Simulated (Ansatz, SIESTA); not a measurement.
Given: the input of a run of Ansatz 0.2.0 on CsLiCr2Te2S3. Atoms were shifted at random by some hundredths of an Å from the given cell, which wasn't relaxed again for these runs. The cell comes from a database or a generator and needn't be the stable form of this composition.

The input input.yaml:

```yaml
crystal:
  lattice:
    - [3.60358, 0.0, 0.0]
    - [-1.80179, 3.12079, 0.0]
    - [0.0, 0.0, 19.06651]
  atoms:
    - { symbol: Cs, position: [-0.011672, 0.001466, 0.372672] }
    - { symbol: Li, position: [0.656799, 0.336583, 0.018093] }
    - { symbol: Cr, position: [0.005884, -0.003951, 0.868087], spin: 3.0 }
    - { symbol: Cr, position: [0.3391, 0.667415, 0.167824], spin: 3.0 }
    - { symbol: Te, position: [0.325616, 0.658894, 0.536628] }
    - { symbol: Te, position: [0.660254, 0.331554, 0.7747] }
    - { symbol: S, position: [-0.011514, -0.013582, 0.098889] }
    - { symbol: S, position: [0.342754, 0.676461, 0.929278] }
    - { symbol: S, position: [0.661331, 0.341025, 0.23365] }
hamiltonian:
  xc: pbe
  pseudopotentials: { kind: paw }
magnetization:
  spin_polarized: true
kpoints:
  mp_grid: { grid: [9, 9, 2] }
scf:
  occupations: { method: fermi_dirac, width: 0.05 }
output:
  forces: true
  stress: true
  eigenvalues: true
  write_density: true
  write_potential: true
  elf: true
  volumetric_format: npy
```

Potentials or basis: Ansatz PAW.

Command:

```bash
$ ansatz run input.yaml --threads 8 --pin off --max-ram 20480MiB --backend cpu --events-out ev --progress --plain --runs-dir out
```

**Question.** Set up the same calculation for SIESTA 5.4.2. Potentials or basis there: files PseudoDojo sr-pbe-0.4.1-standard, DZP (energy shift 0.003 Ry; two zetas on semicore shells; d shell added on Cs).

**Answer.** As run (cutoffs and basis follow the program's own potentials, and thresholds, step limits or extra output files can differ):

CsLiCr2Te2S3.fdf

```
SystemName                      CsLiCr2Te2S3
SystemLabel                     CsLiCr2Te2S3
NumberOfSpecies                 5
NumberOfAtoms                   9
%block ChemicalSpeciesLabel
  1  55 Cs
  2   3 Li
  3  24 Cr
  4  52 Te
  5  16 S
%endblock ChemicalSpeciesLabel

LatticeConstant                 1.0 Ang
%block LatticeVectors
     3.6035800000     0.0000000000     0.0000000000
    -1.8017900000     3.1207900000     0.0000000000
     0.0000000000     0.0000000000    19.0665100000
%endblock LatticeVectors
AtomicCoordinatesFormat         Fractional
%block AtomicCoordinatesAndAtomicSpecies
    -0.0116720000     0.0014660000     0.3726720000  1  Cs
     0.6567990000     0.3365830000     0.0180930000  2  Li
     0.0058840000    -0.0039510000     0.8680870000  3  Cr
     0.3391000000     0.6674150000     0.1678240000  3  Cr
     0.3256160000     0.6588940000     0.5366280000  4  Te
     0.6602540000     0.3315540000     0.7747000000  4  Te
    -0.0115140000    -0.0135820000     0.0988890000  5  S
     0.3427540000     0.6764610000     0.9292780000  5  S
     0.6613310000     0.3410250000     0.2336500000  5  S
%endblock AtomicCoordinatesAndAtomicSpecies

%block kgrid.MonkhorstPack
    9   0   0  0.0
    0   9   0  0.0
    0   0   2  0.0
%endblock kgrid.MonkhorstPack
XC.Functional                   GGA
XC.Authors                      PBE
PAO.BasisSize                   DZP
PAO.EnergyShift                 0.003 Ry
Mesh.Cutoff                     800 Ry
Spin                            polarized
%block DM.InitSpin
    1   0.000
    2   0.000
    3   3.000
    4   3.000
    5   0.000
    6   0.000
    7   0.000
    8   0.000
    9   0.000
%endblock DM.InitSpin
OccupationFunction              FD
ElectronicTemperature           0.05 eV
MaxSCFIterations                200
SCF.MustConverge                false
SCF.Mixer.Method                Pulay
SCF.Mixer.Weight                0.1
SCF.Mixer.History               10
SCF.DM.Tolerance                5.0e-05
SCF.H.Tolerance                 1.0e-03 eV
WriteForces                     true
Charge.Mulliken                 end
%block PAO.PolarizationScheme
  Li non-perturbative
%endblock PAO.PolarizationScheme
%block PAO.Basis
  Cs 5
  n=5 0 2
    4.696 0.000
  n=6 0 2
    9.500 0.000
  n=5 1 2
    5.738 0.000
  n=6 1 1
    9.500
  n=5 2 1
    7.000
  Li 3
  n=1 0 2
    2.782 0.000
  n=2 0 2
    9.500 0.000
  n=2 1 1
    9.500
  Cr 5
  n=3 0 2
    2.885 0.000
  n=4 0 2
    8.703 0.000
  n=3 1 2
    3.267 0.000
  n=4 1 1
    8.703
  n=3 2 2
    6.381 0.000
  Te 4
  n=5 0 2
    5.635 0.000
  n=5 1 2
    7.297 0.000
  n=4 2 2
    3.260 0.000
  n=5 2 1
    7.297
%endblock PAO.Basis
Diag.ParallelOverK              true
```

Potentials or basis: PseudoDojo 0.4 standard (PBE files), converted to PSML, two zetas on semicore shells, DZP (energy shift 0.003 Ry; two zetas on semicore shells; d shell added on Cs).

Launch:

```sh
$ mpirun -n 4 siesta CsLiCr2Te2S3.fdf > CsLiCr2Te2S3.out 2>&1
```

Both were run:

|  | Ansatz | SIESTA |
| --- | --- | --- |
| Pressure | 0.3 GPa | 0.9 GPa |
| Net moment | 5.64 μB per cell | 5.64 μB per cell |
| Energy over the undisturbed cell | 3.4 meV/atom | 4.1 meV/atom |

Ansatz's pressure holds a Pulay term of +0.02 GPa for its cutoff of 420 eV, which the other run lacks.

Where Ansatz's input types no cutoff or centring, it takes its own default and a Γ-centred mesh.

The magnetic state is the one that the start led to; the real crystal's order can differ.

Pressure is positive in compression.
